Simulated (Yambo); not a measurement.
RPA spectrum of SnS2 (CdI2 type, space group P-3m1, No. 164) on PBEsol bands in Yambo (9×9×4 mesh, 55 bands, 4 Ry local-field block, 0.2 eV broadening; field along x). CGrdSpXd merges neighbouring transition energies to save time; the report line [X-CG] gives the poles kept by one of the 4 MPI tasks, and where the merging fails may depend on that split. Axes are Cartesian, with cell vectors (Å) (3.67, 0.00, 0.00), (-1.84, 3.18, 0.00), (0.00, 0.00, 6.23).

```tsv
CGrdSpXd asked (%)	share reached (%)	poles used (one task)	static ε	largest change of Im ε (% of its maximum)	rough time
100	100	5454	7.87	0.0	1
70	69	3814	7.87	0.0	within a factor of two
30	29	1620	7.87	0.5	about 1/2
15	1	92	8.00	13	about 1/4
5	1	92	8.00	13	about 1/5
```

All runs end normally. In the runs at 15 %, 5 % few poles are left or the spectrum changes by over a quarter of its peak, and no warning says so. Times are rough ratios from shared machines. The k mesh wasn't tested; the rows compare only with each other.

Spin-orbit coupling is not included.

Geometry of the Materials Project entry, not relaxed at this level; primitive cell a = b = 3.6743 Å, c = 6.2288 Å, α = β = 90.00°, γ = 120.00°.

The distance between layers or molecules is the database entry's, not relaxed here. Functionals without dispersion can leave it too large, which widens gaps and weakens the response across layers: the numbers belong to this cell.
